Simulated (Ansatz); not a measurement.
Si:
```cif
data_Si4
_chemical_formula_sum 'Si4'
_space_group_name_H-M_alt 'P 1'
_space_group_IT_number 1
_cell_length_a 3.80244
_cell_length_b 3.80244
_cell_length_c 6.28908
_cell_angle_alpha 90.000
_cell_angle_beta 90.000
_cell_angle_gamma 120.000
loop_
_space_group_symop_operation_xyz
  'x, y, z'
loop_
_atom_site_label
_atom_site_type_symbol
_atom_site_fract_x
_atom_site_fract_y
_atom_site_fract_z
_atom_site_occupancy
Si1 Si 0.33333 0.66667 0.06303 1
Si2 Si 0.66667 0.33333 0.93697 1
Si3 Si 0.66667 0.33333 0.56303 1
Si4 Si 0.33333 0.66667 0.43697 1
```

Relaxed with LDA.

Q: Which orbitals make up the states near the band edges in plane-wave PAW LDA (Ansatz code)?

A: Top 1 eV of the valence band: Si 3p 97 %. Bottom 1 eV of the conduction band: Si 3p 54 %, Si 3s 31 %, outside the projected shells 15 %. Projections are on Löwdin-orthogonalised atomic valence shells; empty p or d shells of many metals are not among them.

Q: Tabulate the density of states.

A: States/eV per cell of 4 atoms, in 0.25 eV bins, energy from the valence-band maximum.

| E (eV) | total | Si 3p | Si 3s |
|---|---|---|---|
| -7.85 | 0.47 | 0.20 | 0.26 |
| -7.60 | 1.67 | 0.81 | 0.85 |
| -7.35 | 1.45 | 0.74 | 0.70 |
| -7.10 | 1.48 | 0.82 | 0.65 |
| -6.85 | 1.27 | 0.72 | 0.54 |
| -6.60 | 1.07 | 0.61 | 0.46 |
| -6.35 | 1.11 | 0.62 | 0.48 |
| -6.10 | 1.14 | 0.65 | 0.48 |
| -5.85 | 0.92 | 0.53 | 0.38 |
| -5.60 | 0.76 | 0.44 | 0.31 |
| -5.35 | 0.71 | 0.44 | 0.27 |
| -5.10 | 0.93 | 0.68 | 0.24 |
| -4.85 | 1.53 | 1.31 | 0.21 |
| -4.60 | 1.63 | 1.42 | 0.19 |
| -4.35 | 1.44 | 1.23 | 0.20 |
| -4.10 | 1.75 | 1.54 | 0.20 |
| -3.85 | 2.02 | 1.81 | 0.20 |
| -3.60 | 1.97 | 1.76 | 0.19 |
| -3.35 | 2.29 | 2.08 | 0.18 |
| -3.10 | 2.40 | 2.22 | 0.15 |
| -2.85 | 2.72 | 2.55 | 0.15 |
| -2.60 | 3.06 | 2.87 | 0.15 |
| -2.35 | 2.60 | 2.45 | 0.12 |
| -2.10 | 3.74 | 3.59 | 0.11 |
| -1.85 | 2.36 | 2.26 | 0.06 |
| -1.60 | 1.94 | 1.87 | 0.04 |
| -1.35 | 1.33 | 1.27 | 0.03 |
| -1.10 | 0.90 | 0.87 | 0.02 |
| -0.85 | 0.65 | 0.63 | 0.01 |
| -0.60 | 0.41 | 0.39 | 0.00 |
| -0.35 | 0.20 | 0.20 | 0.00 |
| -0.10 | 0.06 | 0.05 | 0.00 |
| 0.15 | 0.00 | 0.00 | 0.00 |
| 0.40 | 0.11 | 0.06 | 0.04 |
| 0.65 | 0.67 | 0.33 | 0.24 |
| 0.90 | 1.19 | 0.64 | 0.38 |
| 1.15 | 1.60 | 0.90 | 0.47 |
| 1.40 | 2.38 | 1.36 | 0.65 |
| 1.65 | 2.57 | 1.52 | 0.65 |
| 1.90 | 2.00 | 1.14 | 0.51 |
| 2.15 | 2.49 | 1.49 | 0.51 |
| 2.40 | 3.24 | 2.08 | 0.54 |
| 2.65 | 2.53 | 1.69 | 0.36 |
| 2.90 | 3.24 | 2.10 | 0.46 |
| 3.15 | 2.89 | 1.86 | 0.40 |
| 3.40 | 3.11 | 2.02 | 0.37 |
| 3.65 | 2.64 | 1.66 | 0.33 |
| 3.90 | 2.15 | 1.31 | 0.29 |
| 4.15 | 2.48 | 1.51 | 0.30 |
| 4.40 | 2.96 | 1.72 | 0.38 |
| 4.65 | 2.52 | 1.38 | 0.28 |
| 4.90 | 1.80 | 0.92 | 0.19 |

Space group P6_3/mmc. The workflow started from a Materials Project entry (that database holds measured and hypothetical structures alike); the Crystallography Open Database copy checked does not list it. It is not the phase usual at ambient conditions (space group No. 227). The cell was relaxed with LDA under the symmetry of its start; whether a distortion lowers the energy is not shown.

Potentials: the later of the program's two PAW sets.
